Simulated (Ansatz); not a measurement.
Mo3Ir:
```xyz
8
Lattice="4.9677 0.0000 0.0000 0.0000 4.9677 0.0000 0.0000 0.0000 4.9677" Properties=species:S:1:pos:R:3 pbc="T T T"
Mo     2.4838     1.2419     0.0000
Mo     2.4838     3.7258     0.0000
Mo     1.2419     0.0000     2.4838
Mo     3.7258     0.0000     2.4838
Mo     0.0000     2.4838     1.2419
Mo     0.0000     2.4838     3.7258
Ir     2.4838     2.4838     2.4838
Ir     0.0000     0.0000     0.0000
```

Relaxed with r²SCAN.

Problem. Tabulate the valence density and the electron localisation function along the shortest Mo–Ir contact (2.78 Å), plane-wave PAW r²SCAN (Ansatz code).

Solution. 

```tsv
distance from Mo (Å)	density (e/Å³)	ELF
0.28	6.50	0.56
0.42	5.85	0.71
0.56	4.37	0.74
0.69	2.69	0.67
0.83	1.40	0.48
0.97	0.72	0.27
1.11	0.47	0.20
1.25	0.38	0.26
1.39	0.38	0.34
1.53	0.44	0.35
1.67	0.59	0.31
1.81	0.92	0.33
1.94	1.73	0.45
2.08	3.36	0.60
2.22	5.59	0.68
2.36	7.67	0.66
2.50	8.79	0.54
```

The density is the valence pseudo-density with augmentation charge, so density and ELF within about 1 Å of a nucleus are not all-electron values.

Space group Pm-3n (A15 (Cr3Si type)). The first step of the workflow began from a Materials Project structure, measured or hypothetical; the Crystallography Open Database copy checked does not list it. Its standing as an ambient phase is unchecked. The cell was relaxed with r²SCAN under the symmetry of its start; whether a distortion lowers the energy is not shown. The run is not spin-polarised. Scalar-relativistic: spin–orbit coupling is off unless named, which matters more the heavier the elements.

Potentials: the later of the program's two PAW sets.
